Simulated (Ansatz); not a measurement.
Consider the following.

Sc:
```
Sc
1.0
    3.24166     0.00000     0.00000
   -1.62083     2.80736     0.00000
    0.00000     0.00000    10.36117
Sc
4
Direct
  0.00000   0.00000   0.00000
  0.00000   0.00000   0.50000
  0.33333   0.66667   0.25000
  0.66667   0.33333   0.75000
```

This is the PBEsol-relaxed structure. x, y and z are the axes in which the lattice vectors are written.

Q: All from PBEsol (plane waves, PAW; program Ansatz), unless another level is named. Give the Poisson's ratio.

A: 0.28.

Q: Next, the elastic constants (relaxed ions, GPa)?

A: C11 = 93.1, C12 = 40.3, C13 = 31.4, C33 = 104, C44 = 26.6.

Space group P6_3/mmc (dhcp (α-La type)). The start of the workflow was typed in or built on a structure type. Its sites differ from those of the usual phase in this space group: another stacking or structure type. Symmetry was held in the PBEsol relaxation; whether a distortion lowers the energy is not shown. The run is not spin-polarised. As this level gives no gap, shear constants depend on the k-mesh and smearing (Fermi–Dirac, 0.1 eV here).

Potentials: the later of the program's two PAW sets.
